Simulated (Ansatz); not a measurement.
A geometry of Te away from equilibrium: step 2 of the relaxation of a relaxed Te cell shaken by Gaussian noise of σ = 0.08 Å a coordinate. Calculation: r2SCAN (plane waves to 500 eV, PAW, scalar-relativistic; Ansatz, a first-principles code). Γ-centred k-mesh 3×3×3 on the run's cell (coarser than for final values), Fermi–Dirac smearing 0.05 eV.

```xyz
8
Lattice="7.4363 -0.0132 -0.0099 -0.0132 7.4441 0.0078 -0.0099 0.0078 7.4417" Properties=species:S:1:pos:R:3:forces:R:3 pbc="T T T" free_energy=-55955.377 pressure_GPa=-0.4
Te     1.4896     1.6370     1.6725   -0.0552    0.1386    0.1064
Te     5.2737     2.1026     5.6240   -0.8564    0.4845    0.4833
Te     5.9667     5.3312     1.9593    0.1548    0.0341   -0.1853
Te     1.9453     5.8866     5.5403    0.2018   -0.1986    0.2655
Te     0.0107     0.1281     0.1063   -0.2806   -0.0450    0.1839
Te     3.6616     3.6294     7.2944    0.4560   -0.5419   -0.8381
Te     7.5086     3.8876     3.5232    0.1901   -0.1154   -0.1829
Te     3.5035     7.3272     4.0052    0.1894    0.2436    0.1670
```

Positions in Å, forces in eV/Å, free energy of the cell in eV (comparable only within this code, potentials and settings). Largest force: 1.10 eV/Å, on Te2, Te6 (atoms numbered as listed); the geometry lies 0.33 eV/atom above the end of its relaxation.

No spin polarisation in the result. No dispersion correction is included, so spacings between layers, chains or molecules are soft and tend to come out too large.

The end of the path is a generated cell of Te: the first start was made by placing the elements on the sites of a structure type, and the end was not matched to a known phase here, so it may be hypothetical. Known forms of Te include space group No. 152.
